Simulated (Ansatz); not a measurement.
Input:

CsPbBr$_{3}$:
```
CsPbBr3
1.0
    8.37639     0.00000     0.00000
    0.00000    11.50240     0.00000
    0.00000     0.00000     7.56789
Pb Cs Br
4 4 12
Direct
  0.00000   0.50000   0.00000
  0.50000   0.50000   0.50000
  0.50000   0.00000   0.50000
  0.00000   0.00000   0.00000
  0.58438   0.25000   0.03389
  0.91562   0.75000   0.53389
  0.08438   0.25000   0.46611
  0.41562   0.75000   0.96611
  0.30860   0.46098   0.17891
  0.19140   0.53902   0.67891
  0.80860   0.03902   0.32109
  0.69140   0.96098   0.82109
  0.69140   0.53902   0.82109
  0.80860   0.46098   0.32109
  0.19140   0.96098   0.67891
  0.30860   0.03902   0.17891
  0.00677   0.75000   0.07452
  0.49323   0.25000   0.57452
  0.50677   0.75000   0.42548
  0.99323   0.25000   0.92548
```

This is the LDA-relaxed structure.

Q: All from the program Ansatz at the LDA level (PAW), unless another level is named. Predict the Poisson's ratio.

A: 0.34.

Q: And the highest zone-centre frequency (without LO–TO term)?

A: 158 cm⁻¹.

Space group Pnma. The cell was relaxed with LDA under the symmetry of its start. Scalar-relativistic: spin–orbit coupling is off unless named, which matters more the heavier the elements.

Potentials: the later of the program's two PAW sets.
